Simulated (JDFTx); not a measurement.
| Quantity | Value |
|---|---|
| surface | Cu(100) |
| bulk | Cu, Fm-3m, lattice of mp-30 (not re-optimised) |
| slab | 4 atoms in 4 planes, 1x1, 5.4 Å between the outermost planes |
| in-plane cell | 2.530 × 2.530 Å, 6.40 Å² |
| cell height | 21.4 Å |
| sampling | 8×8×1 k mesh, Fermi smearing 0.01 Ha, no spin polarisation |

Level of theory: PBE, GBRV ultrasoft potentials, plane waves to 20/100 Ha; code: JDFTx (a modified build). Liquid: CANDLE, water, 0.5 M NaF. The neutral cell holds 76 valence electrons and has two faces of 6.399 Å² each. Last filling lines of the neutral and of a charged run (μ in hartree, zero in the bulk liquid):

```
FillingsUpdate:  mu: -0.158507749  nElectrons: 76.000000
FillingsUpdate:  mu: -0.168679000  nElectrons: 75.969790
```

Worked example: both potentials, by the convention U = −μ/e − 4.44 V vs SHE, the surface charge density and the mean capacitance.

U_pzc = 0.15851 × 27.2114 − 4.44 = -0.13 V; U = 0.16868 × 27.2114 − 4.44 = 0.15 V. The cell has -0.0302 excess electrons, a net charge of 0.0302 e, shared by two faces: σ = 0.0302 e / (2 × 6.399 Å²) = 0.00236 e/Å² = 3.8 μC/cm² (1 e/Å² = 1602.18 μC/cm²). C = σ/(U − U_pzc) = 3.8/0.28 ≈ 14 μF/cm².
